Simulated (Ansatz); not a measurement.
ZrO$_{2}$:
```cif
data_O8Zr4
_chemical_formula_sum 'Zr4 O8'
_space_group_name_H-M_alt 'Pnma'
_space_group_IT_number 62
_space_group_name_Hall '-P 2ac 2n'
_cell_length_a 5.57672
_cell_length_b 3.34961
_cell_length_c 6.49821
_cell_angle_alpha 90.000
_cell_angle_beta 90.000
_cell_angle_gamma 90.000
loop_
_space_group_symop_operation_xyz
  'x, y, z'
  '-x, -y, -z'
  '-x+1/2, -y, z+1/2'
  'x+1/2, y, -z+1/2'
  'x+1/2, -y+1/2, -z+1/2'
  '-x+1/2, y+1/2, z+1/2'
  '-x, y+1/2, -z'
  'x, -y+1/2, z'
loop_
_atom_site_label
_atom_site_type_symbol
_atom_site_symmetry_multiplicity
_atom_site_Wyckoff_symbol
_atom_site_fract_x
_atom_site_fract_y
_atom_site_fract_z
_atom_site_occupancy
Zr1 Zr 4 c 0.25216 0.25000 0.39146 1
O1 O 4 c 0.02328 0.25000 0.66008 1
O2 O 4 c 0.13943 0.25000 0.07582 1
```

Relaxed with r²SCAN.

Tabulate the valence density and the electron localisation function along the shortest Zr–Zr contact (3.34 Å), the program Ansatz at the r²SCAN level (PAW).



```
distance from Zr (Å)  density (e/Å³)   ELF
--------------------  --------------  ----
0.33                            4.07  0.53
0.50                            3.82  0.79
0.67                            2.53  0.83
0.83                            1.24  0.70
1.00                            0.51  0.33
1.17                            0.24  0.09
1.34                            0.15  0.05
1.50                            0.13  0.07
1.67                            0.13  0.08
1.84                            0.13  0.07
2.00                            0.15  0.05
2.17                            0.23  0.07
2.34                            0.49  0.27
2.50                            1.20  0.66
2.67                            2.48  0.82
2.84                            3.80  0.79
3.01                            4.07  0.53
```

The density is the valence pseudo-density with augmentation charge, so density and ELF within about 1 Å of a nucleus are not all-electron values.

The first step of the workflow began from a Materials Project structure, measured or hypothetical; the Crystallography Open Database copy checked does not list it. It is not the phase usual at ambient conditions (space group No. 14). The r²SCAN relaxation kept the symmetry of its start; its stability against distortions is not shown here. No spin polarisation was allowed.

Potentials: the later of the program's two PAW sets.
